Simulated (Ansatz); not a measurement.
Input:

GaSb:
```cif
data_Ga4Sb4
_chemical_formula_sum 'Sb4 Ga4'
_space_group_name_H-M_alt 'Fm-3m'
_space_group_IT_number 225
_space_group_name_Hall '-F 4 2 3'
_cell_length_a 5.79806
_cell_length_b 5.79806
_cell_length_c 5.79806
_cell_angle_alpha 90.000
_cell_angle_beta 90.000
_cell_angle_gamma 90.000
loop_
_atom_site_label
_atom_site_type_symbol
_atom_site_symmetry_multiplicity
_atom_site_Wyckoff_symbol
_atom_site_fract_x
_atom_site_fract_y
_atom_site_fract_z
_atom_site_occupancy
Sb1 Sb 4 a 0.00000 0.00000 0.00000 1
Ga1 Ga 4 b 0.50000 0.50000 0.50000 1
```
(The calculation used a cell of 2 atoms; values per cell refer to that cell.)

This is the PBE-relaxed structure.

Problem. All from plane-wave PAW PBE (Ansatz code), unless another level is named. Predict the electronic character.

Solution. metallic (no gap).

Problem. Give the formation energy from the elements (no fitted shifts).

Solution. 0.046 eV/atom.

Problem. What about the density of states at the Fermi level?

Solution. 0.56 states/eV per atom (mean over ±0.08 eV).

Problem. Next, the gap with spin–orbit coupling?

Solution. none (metallic).

The start of the workflow was typed in or built on a structure type; neither database checked (COD, Materials Project) lists it. It is not the phase usual at ambient conditions (space group No. 216). Symmetry was held in the PBE relaxation; its stability against distortions is not shown here. The volume moved by 17 % from the start of the relaxation. The references are the lowest solids computed at this level, not always the standard phases. Scalar-relativistic: spin–orbit coupling is off unless named, which matters more the heavier the elements.

Potentials: the earlier of the program's two PAW sets.
